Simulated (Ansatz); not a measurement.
Data:

SiNi:
```
SiNi
1.0
    5.08533     0.00000     0.00000
    0.00000     3.36403     0.00000
    0.00000     0.00000     5.51961
Si Ni
4 4
Direct
  0.82114   0.75000   0.58717
  0.17886   0.25000   0.41283
  0.67886   0.25000   0.08717
  0.32114   0.75000   0.91283
  0.50935   0.25000   0.68741
  0.49065   0.75000   0.31259
  0.99065   0.75000   0.18741
  0.00935   0.25000   0.81259
```

This is the PBEsol-relaxed structure. Cartesian axes are those of the cell as given.

**Question.** All from PBEsol (plane waves, PAW; program Ansatz), unless another level is named. Predict the Poisson's ratio.

**Answer.** 0.29.

**Question.** Predict the elastic constants (relaxed ions, GPa).

**Answer.** C11 = 293, C22 = 246, C33 = 243, C12 = 180, C13 = 104, C23 = 160, C44 = 116, C55 = 143, C66 = 141.

**Question.** And the highest zone-centre frequency?

**Answer.** 413 cm^-1.

Space group Pnma. The PBEsol relaxation kept the symmetry of its start. The run is not spin-polarised. As this level gives no gap, shear constants depend on the k-mesh and smearing (Fermi–Dirac, 0.1 eV here). As this level gives no gap, phonon frequencies hold no LO–TO term and depend on the k-mesh and smearing (Fermi–Dirac, 0.1 eV here). On the denser mesh and wider smearing of the elastic run this cell carries a stress of 0.5 GPa.

Potentials: the earlier of the program's two PAW sets. The files were generated under PBE; for other functionals the program regenerates the frozen cores, and for LDA and PBEsol the local potential too.
